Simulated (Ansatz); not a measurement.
NbRu (CsCl type, Pm-3m) under volume change, the program Ansatz at the LDA level (PAW), scaled uniformly.

```
V (Å³/atom)  E − E(relaxed) (meV/atom)  P (GPa)
-----------  -------------------------  -------
13.813                           121.0    30.78
14.268                            50.8    18.87
14.724                             [?]      [?]
15.179                             0.0     0.00
15.634                             [?]      [?]
16.090                            41.2   -13.75
16.545                            88.1   -19.14
```

What belongs in the gaps?


- 15.634, E − E(relaxed) (meV/atom): 10.8
- 15.634, P (GPa): -7.42
- 14.724, E − E(relaxed) (meV/atom): 12.0
- 14.724, P (GPa): 8.70

What does a third-order Birch–Murnaghan fit give for V₀, B₀ and B′?

V₀ = 15.18 Å³/atom, B₀ = 267 GPa, B′ = 4.3.

The workflow started from a Materials Project entry (that database holds measured and hypothetical structures alike); the Crystallography Open Database files this formula in space group No. 221, but the cells were not matched. Its standing as an ambient phase is unchecked. The cell was relaxed with LDA under the symmetry of its start. At this level the phase is mechanically unstable. No spin polarisation was allowed. Spin–orbit coupling is left out wherever it is not named.

Potentials: the later of the program's two PAW sets.
